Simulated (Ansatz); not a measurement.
Q: Each is relaxed and computed with r²SCAN in the plane-wave PAW code Ansatz. Which is the only metal?
(A) BN, zinc blende
(B) B4C, Cm (Pearson symbol mS30)
(C) SiB12C2, R-3m (B on 18h, B on 18h, C on 6c, Si on 3b)
(D) BAs, P-6m2 (B on 1a, As on 1f)

A: D, BAs, P-6m2 (B on 1a, As on 1f). BAs: metal; B4C: gap 3.22 eV (indirect); SiB12C2: gap 1.87 eV (indirect); BN: gap 4.99 eV (indirect). Constructed cells (a structure type filled with these elements, in neither database checked): BAs, P-6m2 (B on 1a, As on 1f). Typed or built starts, not in the databases checked: SiB12C2, R-3m (B on 18h, B on 18h, C on 6c, Si on 3b). Not the usual ambient phase: BAs, P-6m2 (B on 1a, As on 1f). Standing as an ambient phase not checked: B4C, Cm (Pearson symbol mS30). All cells were relaxed under the symmetry of their starts (and spin orders); stability against distortions was not tested throughout. Scalar-relativistic: spin–orbit coupling is off unless named, which matters more the heavier the elements.

Potentials: the earlier of the program's two PAW sets.
